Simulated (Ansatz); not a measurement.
One crystal and one scan (scan of one atom of the cell) at two levels, PBE (plane waves to 420 eV, PAW, scalar-relativistic; Ansatz, a quantum-chemistry and plane-wave program) and r2SCAN (plane waves to 500 eV, PAW, scalar-relativistic; Ansatz), each from its own relaxed cell and on its own mesh. The cell shown is that of PBE.

Starting cell, AlN (zinc blende):

```
AlN
1.0
    0.00000     2.20161     2.20161
    2.20161     0.00000     2.20161
    2.20161     2.20161     0.00000
N Al
1 1
Direct
  0.75000   0.75000   0.75000
  0.00000   0.00000   0.00000
```

In this cell atom 2 (Al, nearest neighbour N at 1.907 Å; its periodic images, 3.1 Å or more away, move with it) is moved by s along Cartesian [110], unit vector (0.707, 0.707, 0.000); all other atoms and the cell stay fixed.

Energies are smeared free energies. AlN was relaxed with its symmetry unable to fall. Percentages come from the unrounded values. Both scans cover s from -0.380 to 0.380 Å.

Results of PBE:

- Lattice constant a (Å): 4.403
- Energy at s = 0.380 Å (meV/cell): 1106
- Force along the line at s = -0.380 Å (eV/Å): 6.433
- Force constant k = d²E/ds² at s = 0 (finite differences) (eV/Å²): 13.66
- Symmetry of the curve: even: the same for both signs
- Shape of the curve: a single well with its minimum at or next to zero displacement

### Question
Estimate the r2SCAN values.

### Answer
| quantity | r2SCAN | PBE − r2SCAN |
|---|---|---|
| Lattice constant a (Å) | 4.370 | +0.033 (+0.8 %) |
| Energy at s = 0.380 Å (meV/cell) | 1204 | -98 (-8.2 %) |
| Force along the line at s = -0.380 Å (eV/Å) | 6.983 | -0.550 (-7.9 %) |
| Force constant k = d²E/ds² at s = 0 (finite differences) (eV/Å²) | 14.93 | -1.27 (-8.5 %) |

PBE gives the higher value for: lattice constant a. PBE gives the lower value for: energy at s = 0.380 Å; force along the line at s = -0.380 Å; force constant k = d²E/ds² at s = 0. Both give the same symmetry of the curve: even: the same for both signs.

(A displaced cell: forces are minus the slopes of the energy, force constants its curvatures, and phonons follow from these.)
